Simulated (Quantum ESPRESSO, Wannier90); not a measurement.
**InP (zinc blende), plane waves to Wannier functions**

```yaml
crystal:
  lattice:
    - [0.00000, 2.95198, 2.95198]
    - [2.95198, 0.00000, 2.95198]
    - [2.95198, 2.95198, 0.00000]
  atoms:
    - { symbol: In, position: [0.00000, 0.00000, 0.00000] }
    - { symbol: P, position: [0.75000, 0.75000, 0.75000] }
```

Cell from Materials Project (mp-20351), symmetrised, no further relaxation. COD (Crystallography Open Database) has an entry of this formula and space group (matched by these alone). Method: LDA plane waves in Quantum ESPRESSO 7.5 (PseudoDojo norm-conserving files, 56 Ry, no spin polarisation, no spin-orbit coupling), Bloch states on a 10×10×10 mesh through Γ, Wannier90 4.0.1. Density: 10×10×10 mesh, Gaussian smearing 0.01 Ry. Spin-orbit coupling is left out although heavy elements are present.

Base run: 8 functions from bands 6-20 of the 20 computed, start hydrogen-like In: s;p; P: s;p, centres 0.05 Å off the atoms, frozen window up to 1.87 eV relative to the valence-band maximum, outer window open. One setting was then changed (edges relative to the valence-band maximum; misfit to pw.x on a path, for states up to 1.4 eV relative to the valence-band maximum).

```tsv
run	Ω_I (Å²)	rms misfit (meV)	worst (meV)
base	11.57	2.8	11
changed	15.90	1.1	6.1
```

Task: Which change was made?
A) no frozen window
B) only the lowest 11 of the kept bands
C) frozen window to 5.87 eV
D) frozen window to 3.87 eV
E) frozen window to 1.37 eV

Result: B, only the lowest 11 of the kept bands. The others give:

| run | Ω_I (Å²) | rms misfit (meV) | worst (meV) |
|---|---|---|---|
| frozen window to 3.87 eV | 14.57 | 2.4 | 11 |
| frozen window to 5.87 eV | 20.49 | 3.7 | 18 |
| frozen window to 1.37 eV | 11.46 | 1.9 | 18 |
| no frozen window | 10.95 | 178 | 635 |
